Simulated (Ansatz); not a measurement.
**Data sheet: AlGaAs2 (DFT)**

AlGaAs$_{2}$:
```
CELL_PARAMETERS angstrom
      4.01234     0.00000     0.00000
      0.00000     4.01234     0.00000
      0.00000     0.00000    11.33166
ATOMIC_POSITIONS crystal
  Ga 0.50000 0.00000 0.87528
  As 0.00000 0.00000 0.00000
  Ga 0.00000 0.50000 0.12472
  As 0.50000 0.50000 0.25001
  Al 0.50000 0.00000 0.37476
  As 0.00000 0.00000 0.50000
  Al 0.00000 0.50000 0.62524
  As 0.50000 0.50000 0.74999
```

Space group P-4m2 (No. 115); conventional cell a = b = 4.012 Å, c = 11.332 Å, α = β = γ = 90.00°.

Method: r²SCAN (plane waves, PAW; program Ansatz). Geometry: relaxed at this level of theory. Other levels are named where they apply.

Cell and energy:

```yaml
volume_per_atom: 22.80 Å³
density: 4.49 g/cm³
```

Electronic structure:

```yaml
band_gap: 1.63 eV (direct)
valence_band_maximum: at Γ
conduction_band_minimum: at Γ
electron_effective_mass: 0.11, 0.11, 0.12 mₑ (principal values)
Electron effective mass with spin–orbit coupling: 0.11, 0.11, 0.12 mₑ (principal values)
Hole effective mass, band 1 of 2 at the edge: 3.2 along x, 0.42 along z (mₑ)
Hole effective mass, band 2 of 2 at the edge: 0.080 along x, 0.42 along z (mₑ)
Hole effective mass with spin–orbit coupling: 0.40 along z (mₑ)
HSE06 gap on the r²SCAN cell: 1.98 eV
Gap with spin–orbit coupling: 1.53 eV
```

Mechanics:

```yaml
Bulk modulus (Birch–Murnaghan fit): 74.1 GPa
Pressure derivative B′: 4.4
Elastic constants (relaxed ions, GPa): C11 = 145, C12 = 25.5, C13 = 52.8, C33 = 117, C44 = 59.1, C66 = 32.2
mechanical_stability: stable (all eigenvalues of C positive)
hill_bulk_and_shear_moduli: 74.2 and 46.3 GPa
Young's modulus: 115 GPa
Poisson's ratio: 0.24
debye_temperature_from_the_elastic_constants: 374 K
Piezoelectric stress constants (proper, relaxed ions, C/m²): e15 = e31 = -0.15, e24 = e32 = 0.15
```

Charges:

```yaml
bader_charges: Ga +0.78, As -2.08 to -0.77, Al +2.08 e
```

The start of the workflow was typed in or built on a structure type; neither database checked (COD, Materials Project) lists it. Its standing as an ambient phase is unchecked. The r²SCAN relaxation kept the symmetry of its start; its stability against distortions is not shown here. Signs of piezoelectric constants follow the polarity of the cell as given. Spin–orbit coupling is left out wherever it is not named.

Potentials: the earlier of the program's two PAW sets. The files were generated under PBE; for other functionals the program regenerates the frozen cores, and for LDA and PBEsol the local potential too.
